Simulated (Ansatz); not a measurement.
Given:

FeCo3:
```xyz
4
Lattice="2.4724 0.0000 0.0000 0.0000 2.4724 0.0000 0.0000 0.0000 7.2511" Properties=species:S:1:pos:R:3 pbc="T T T"
Fe     0.0000     0.0000     0.0000
Co     1.2362     1.2362     5.3596
Co     1.2362     1.2362     1.8915
Co     0.0000     0.0000     3.6256
```
The run is spin-polarised.

This is the r²SCAN-relaxed structure.

**Question.** All from the program Ansatz at the r²SCAN level (PAW), unless another level is named. Predict the magnetic order.

**Answer.** ferromagnetic.

**Question.** Give the Bader charges.

**Answer.** Fe +0.18, Co -0.08 to -0.02 e.

Space group P4/mmm. The first step of the workflow began from a Materials Project structure, measured or hypothetical; the Crystallography Open Database copy checked does not list it. Whether it is the stable phase at ambient conditions was not checked. Symmetry was held in the r²SCAN relaxation; whether a distortion lowers the energy is not shown. Spin order of the final state: ferromagnetic, chosen from 4 collinear starts compared on coarse meshes (ties went to the first, and starts can fall back to one state), not a proven ground state. Other orbital occupations within this spin state were not tried.

Potentials: the later of the program's two PAW sets.
